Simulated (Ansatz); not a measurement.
Si: energy along a strain

Si, Ia-3, a = 6.647 Å. This isn't the element's structure at ambient conditions. Ansatz: r2SCAN, PAW, 500 eV, Γ-centred 8×8×8 mesh on 8 atoms, Gaussian smearing 0.15 eV; no spin polarisation. Cell vectors (Å): -3.324 3.324 3.324; 3.324 -3.324 3.324; 3.324 3.324 -3.324. The cell is strained by x per cent times the pattern (1 1 0 0 0 0) in the order xx yy zz yz xz xy (engineering shears), with fractional coordinates held. y is the free energy over the start, V0 = 18.357 Å³/atom. Points with a strain past 8.5 % were computed too (2) and aren't used here.

| x (%) | y (meV/atom) |
| --- | --- |
| -7.50 | ? |
| -5.00 | 85.37 |
| -2.50 | 20.12 |
| 0.00 | 0.00 |
| 2.50 | 17.48 |
| 5.00 | 65.68 |
| 7.50 | 138.42 |

Task: Fit y = c2 x² + c3 x³ to the other rows, get the stiffness along the pattern, and predict the missing energy.

Result: Least squares on the rows shown. y = 3.0287 x² − 0.076193 x³. The clamped-ion stiffness p·C·p = 2 × 30.29 eV × 160.2 / 18.357 Å³ = 529 GPa. At x = -7.50 the fit asked for gives 202.51 meV/atom. The run gave 203.80 meV/atom, so the fit is 1.29 meV/atom too low, 0.63 % of the span of the series, against an rms of 0.28 meV/atom on the fitted rows. The row lies outside the fitted range. With a term in x⁴ added, a fit to the same known rows predicts 204.90 meV/atom, which misses by about as much or more on the other side: the known rows don't fix the higher terms.

Cost: 9 runs of about 12 core-minutes in all, on AMD EPYC 7R43 (Zen 3) (shared hosts).